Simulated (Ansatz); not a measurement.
# From the elastic tensor of BN at 3 GPa (stress–strain coefficients) to moduli and sound speeds

The calculation used Ansatz 0.2.0, DFT LDA, scalar-relativistic, plane waves, PAW. Plane waves to 420 eV; Γ-centred k mesh 12×12×6; fixed occupations. No spin polarisation.

The structure is hexagonal, space group P6_3mc (No. 186). The conventional cell has a = 2.517 Å, b = 2.517 Å, c = 4.165 Å, α = 90.00°, β = 90.00°, γ = 120.00°. B (site symmetry 3m) has 4 N at 1.54 to 1.56 Å as nearest neighbours. N (site symmetry 3m) has 4 B at 1.54 to 1.56 Å as nearest neighbours.

Relaxed-ion constants (GPa, on the Cartesian axes of the calculation):
C11 = 1005.2, C12 = 154.5, C13 = 68.7, C22 = 1005.2, C23 = 68.7, C33 = 1114.9, C44 = 348.1, C55 = 348.1, C66 = 425.4 GPa; the others vanish.

Density 3.607 g/cm³; 4 atoms in 22.85 Å³.

The values that follow are for a polycrystal of randomly turned grains, by Hill's mean where one number stands.

With S = C⁻¹: B_V = (C11+C22+C33+2(C12+C13+C23))/9, G_V = (C11+C22+C33−C12−C13−C23+3(C44+C55+C66))/15, 1/B_R = S11+S22+S33+2(S12+S13+S23), 15/G_R = 4(S11+S22+S33−S12−S13−S23)+3(S44+S55+S66); Hill is their mean. Then v_l = √((B+4G/3)/ρ), v_t = √(G/ρ), v_m = [(2/v_t³+1/v_l³)/3]^(−1/3) and Θ = (ħ/k_B)·v_m·(6π²n/V)^(1/3) for n atoms in the volume V; E = 9BG/(3B+G), ν = (3B−2G)/(2(3B+G)) and A^U = 5G_V/G_R + B_V/B_R − 6.

```json
{
  "Bulk modulus, Voigt / Reuss / Hill": "412.1 / 412.1 / 412.1 GPa",
  "Shear modulus, Voigt / Reuss / Hill": "413.2 / 404.1 / 408.7 GPa",
  "Young's modulus": "921 GPa",
  "Poisson ratio": "0.127",
  "Pugh ratio B/G": "1.01",
  "Universal anisotropy index": "0.11",
  "Longitudinal and transverse sound speeds": "16289 and 10644 m/s",
  "Debye temperature from the mean sound speed": "1943 K"
}
```

This wurtzite form isn't the usual stable structure of the compound at low pressure.

Cost: 1 run of about 4.1 core-minutes, on Intel Xeon Processor @ 2.50GHz (Skylake/Cascade Lake) (shared hosts).